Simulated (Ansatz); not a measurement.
## Ta₂O₅ (Pmmm), a film clamped to a substrate

The calculation used Ansatz 0.2.0, DFT r2SCAN, scalar-relativistic, plane waves, PAW. The runs took a 500 eV cutoff, a Γ-centred 8×8×4 mesh and Gaussian smearing (0.05 eV). Spin–orbit coupling is left out, which matters for the heavy elements here. No spin polarisation. Energies are free energies at this smearing, counted from the undisturbed cell; pressure is positive in compression.

Zero of the scan (relaxed at this level; it needn't be the usual structure):

```
Ta O
1.0
     3.66565    0.00000    0.00000
     0.00000    3.85735    0.00000
     0.00000    0.00000    6.45619
Ta O
2 5
Direct
  0.50000 0.00000 0.50000
  0.00000 0.00000 0.00000
  0.50000 0.50000 0.50000
  0.00000 0.00000 0.67967
  0.00000 0.50000 0.00000
  0.50000 0.00000 0.00000
  0.00000 0.00000 0.32033
```

The cell (7 atoms, V0 = 91.29 Å³) is strained by p along both x and y and by q along z, fractional coordinates fixed. τp = (1/V0) ∂E/∂p = (σxx + σyy)(1 + p)(1 + q) and τq = (1/V0) ∂E/∂q = σzz(1 + p)², with tension positive.

```csv
p,q,ΔE (meV/atom),τp (GPa),τq (GPa)
0.000,0.000,0.00,-0.02,-0.03
-0.025,0.000,44.83,-45.86,-4.15
0.025,0.000,37.99,35.85,3.83
0.000,-0.025,8.62,-4.28,-8.75
0.000,0.025,7.37,3.70,7.03
```

**Question.** Get the second derivatives of the energy density.

**Answer.** Central differences give A = ∂τp/∂p = 1634 GPa (C11 + C22 + 2 C12), C = ∂τq/∂q = 316 GPa (C33) and the cross term B = ∂τq/∂p = 160 GPa (C13 + C23); ∂τp/∂q = 160 GPa must equal B, and any difference shows higher-order terms. The ions are clamped.

**Question.** A film of this crystal grows with z along the normal on a substrate that imposes p. How does its thickness respond, and what does the misfit cost?

**Answer.** Count p and q from the stress-free cell. A free surface needs τq = 0, so q = −(B/C) p = -0.51 p. The energy density left is (A − B²/C) p²/2 = M p², with the biaxial modulus M = 777 GPa; a misfit of 1 % costs 6.32 meV/atom, against 6.65 meV/atom if the thickness were held.

At p = -0.050 the energies along q are 271.5 (q = -0.050), 222.1 (q = -0.025), 194.8 (q = 0.000), 185.9 (q = 0.025), 192.1 (q = 0.050) meV/atom.

**Question.** Does the linear rule hold at this misfit?

**Answer.** A parabola through the lowest point and its neighbours has its minimum at q = 0.027, 185.8 meV/atom. With the stress left in the starting cell, τp0 and τq0, linear elasticity gives q = −(τq0 + Bp)/C = 0.025 and E = V0(τp0 p + τq0 q + Ap²/2 + Bpq + Cq²/2)/N = 158.1 meV/atom. The energies differ by more than a tenth, so the quadratic law fails here: the gap holds the anharmonic part, with some error from the wide steps. Cubic terms also shift the vertex of so wide a parabola.

Forces appear on the atoms along this scan, and letting them relax would lower the energy and soften the response.

Cost: 25 runs of about 9.6 core-minutes in all, on Oxide Virtual Turin-like Processor (Zen 5) (shared hosts).